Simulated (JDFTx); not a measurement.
Part of a log of a modified build of JDFTx for In (SMILES [In+]), charge +1, multiplicity 1 (PBE, GBRV ultrasoft potentials, plane waves to 20/100 Ha):

```
unit cell volume = 2846.95
Chosen fftbox size, S = [  64  64  64  ]
unit cell volume = 2846.95
Chosen fftbox size, S = [  60  60  60  ]
  'In' pseudopotential, 'SLA  PW   PBX  PBC' functional
  13 valence electrons, 3 orbitals, 6 projectors, 889 radial grid points, with lMax = 2
Initialized 1 species with 1 total atoms.
Folded 1 k-points by 1x1x1 to 1 k-points.
nElectrons:  12.000000   nBands: 6   nStates: 1
average nbasis = 12149.000 , ideal nbasis = 12162.403
Correction to mu due to finite nuclear width = -0.00453067
   Cavity determined by rhoMin: 0.0002  rhoMax: 0.0035
   Effective cavity tension: 3.21152e-06 Eh/bohr^2 and pressure: 4.24866e-06 Eh/bohr^3 to account for cavitation and dispersion.
[...]
	Linear fluid (dielectric constant: 78.4, screening length: 5.74355 Bohr) occupying 0.878328 of unit cell:	Completed after 24 iterations
[... later lines of the fluid solver are left out ...]
ElecMinimize: Iter:   0  Etot: -58.282969943046098  |grad|_K:  1.709e-04  alpha:  1.000e+00
ElecMinimize: Iter:   1  Etot: -58.284068944956189  |grad|_K:  8.782e-05  alpha:  5.126e-01  linmin: -5.752e-03
ElecMinimize: Iter:   2  Etot: -58.284472726136407  |grad|_K:  4.456e-05  alpha:  7.153e-01  linmin: -2.482e-03
[... lines cut ...]
ElecMinimize: Iter:   8  Etot: -58.284718927127614  |grad|_K:  2.554e-06  alpha:  6.212e-01  linmin: -1.031e-02
ElecMinimize: Iter:   9  Etot: -58.284719264508567  |grad|_K:  1.674e-06  alpha:  7.035e-01  linmin: -5.732e-03
ElecMinimize: Iter:  10  Etot: -58.284719407919269  |grad|_K:  1.195e-06  alpha:  6.977e-01  linmin:  6.997e-03
ElecMinimize: Iter:  11  Etot: -58.284719453908480  |grad|_K:  6.669e-07  alpha:  4.631e-01  linmin: -7.968e-03
ElecMinimize: Iter:  12  Etot: -58.284719469300157  |grad|_K:  2.737e-07  alpha:  4.707e-01  linmin: -4.423e-02
ElecMinimize: Converged (|Delta Etot|<1.000000e-07 for 2 iters).

# Energy components:
   A_diel =       -0.0197226371668893
   Eewald =      -16.9161470114072792
       EH =       34.5218418555101678
     Eloc =      -89.9610131488643390
      Enl =        6.0279179304767654
      Exc =      -18.5990026681587004
 Exc_core =        8.2984020389551247
       KE =       18.3584735000327051
  MuShift =        0.0045306713222991
-------------------------------------
     Etot =      -58.2847194693001569


	eMin: -0.683331 at state 0 ( [ +0.000000 +0.000000 +0.000000 ] spin 0 )
	HOMO: -0.268233 at state 0 ( [ +0.000000 +0.000000 +0.000000 ] spin 0 )
```

Q: Which solvation model was used?
A. soft-sphere model
B. CANDLE
C. SCCS (cation parameters)
D. SaLSA

A: C, SCCS (cation parameters). The liquid was water (dielectric constant 78.4), 1 M NaF.
